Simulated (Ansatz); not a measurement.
CdS:
```cif
data_Cd2S2
_chemical_formula_sum 'Cd2 S2'
_space_group_name_H-M_alt 'P 1'
_space_group_IT_number 1
_cell_length_a 4.12437
_cell_length_b 4.12437
_cell_length_c 6.70978
_cell_angle_alpha 90.000
_cell_angle_beta 90.000
_cell_angle_gamma 120.000
loop_
_space_group_symop_operation_xyz
  'x, y, z'
loop_
_atom_site_label
_atom_site_type_symbol
_atom_site_fract_x
_atom_site_fract_y
_atom_site_fract_z
_atom_site_occupancy
Cd1 Cd 0.66667 0.33333 0.50021 1
Cd2 Cd 0.33333 0.66667 0.00021 1
S1 S 0.66667 0.33333 0.87679 1
S2 S 0.33333 0.66667 0.37679 1
```

Relaxed with PBEsol. 

**Question.** HSE06 on this cell (Ansatz, a program for electronic structure, PAW) gives a gap of 2.26 eV. What does PBEsol give?

**Answer.** 1.09 eV.

Cost on shared cores: the PBEsol run (SCF on a 8×8×4 mesh, then bands and DOS) about 30 core-seconds (a rough figure), the HSE06 run (SCF on 6×6×3, then a few points) very roughly 100 core-seconds; the tasks are unlike.

Space group P6_3mc (wurtzite). The cell was relaxed with PBEsol under the symmetry of its start. Scalar-relativistic: spin–orbit coupling is off unless named, which matters more the heavier the elements.

Potentials: the earlier of the program's two PAW sets. The files were generated under PBE; for other functionals the program regenerates the frozen cores, and for LDA and PBEsol the local potential too.

Ansatz is a plane-wave DFT program.
